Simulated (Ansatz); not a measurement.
B (α-B12, R-3m), plane-wave PAW PBEsol (Ansatz code). The conduction-band minimum lies on the Γ–T line, 10 % of the way from Γ, with 2 equivalent valleys. Second derivatives d²E/dk² of the lowest band at one valley (eV·Å²), along Cartesian directions:

```json
[
 {"direction": "[100]", "d²E/dk²": "7.110"},
 {"direction": "[010]", "d²E/dk²": "7.110"},
 {"direction": "[001]", "d²E/dk²": "1.507"},
 {"direction": "[110]", "d²E/dk²": "7.110"},
 {"direction": "[101]", "d²E/dk²": "4.314"},
 {"direction": "[011]", "d²E/dk²": "4.314"}
]
```

### Question
Find the principal effective masses, the density-of-states mass and the conductivity mass.

### Answer
Off-diagonal terms follow from H_xy = H[110] − (H_xx + H_yy)/2, and m*/mₑ = 7.620 eV·Å² over each eigenvalue: 1.1, 1.1, 5.1. One valley's DOS mass (m₁m₂m₃)^(1/3) = 1.8, conductivity mass 3/(Σ 1/mᵢ) = 1.5 mₑ.

### Question
What effective density of states Nc follows at 300 K for parabolic valleys?

### Answer
Nc = 2.509e19 × 2 × (1.8)^(3/2) ≈ 1.2e20 cm⁻³.

### Question
With the computed static dielectric constant 9.51 (mean of the diagonal), estimate a hydrogenic donor's binding energy and radius.

### Answer
E = 13.606 eV × 1.5/9.51² ≈ 230 meV; a = 0.529 Å × ε/m* ≈ 3.4 Å. Semilocal masses tend to be too small when the gap is underestimated.

The cell was relaxed with PBEsol under the symmetry of its start.

Potentials: the earlier of the program's two PAW sets. The files were generated under PBE; for other functionals the program regenerates the frozen cores, and for LDA and PBEsol the local potential too.
